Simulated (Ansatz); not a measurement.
ScPt (CsCl type, space group No. 221) at seven volumes, LDA in the plane-wave PAW code Ansatz, scaled uniformly. One row is withheld.

```json
[
 {"V (Å³/atom)": "15.314", "P (GPa)": "18.52"},
 {"V (Å³/atom)": "15.819", "P (GPa)": "?"},
 {"V (Å³/atom)": "16.324", "P (GPa)": "5.21"},
 {"V (Å³/atom)": "16.828", "P (GPa)": "0.00"},
 {"V (Å³/atom)": "17.333", "P (GPa)": "-4.46"},
 {"V (Å³/atom)": "17.838", "P (GPa)": "-8.26"},
 {"V (Å³/atom)": "18.343", "P (GPa)": "-11.52"}
]
```

Question: Fit the shown pressures and predict the withheld one.

Answer: P = (3/2)B₀(x^(7/2) − x^(5/2))[1 + (3/4)(B′ − 4)(x − 1)] with x = (V₀/V)^(2/3). Least squares on the six rows gives V₀ = 16.828 Å³/atom, B₀ = 161 GPa, B′ = 4.27. At V = 15.819, x = 1.0421 and P = 11.36 GPa. The run itself gave 11.32 GPa.

Space group Pm-3m (CsCl type). The workflow started from a Materials Project entry (that database holds measured and hypothetical structures alike); the Crystallography Open Database files this formula in space group No. 221, but the cells were not matched. Whether it is the stable phase at ambient conditions was not checked. Symmetry was held in the LDA relaxation; of distortions, only those at the zone centre were tested. The run is not spin-polarised. Scalar-relativistic: spin–orbit coupling is off unless named, which matters more the heavier the elements.

Potentials: the later of the program's two PAW sets.
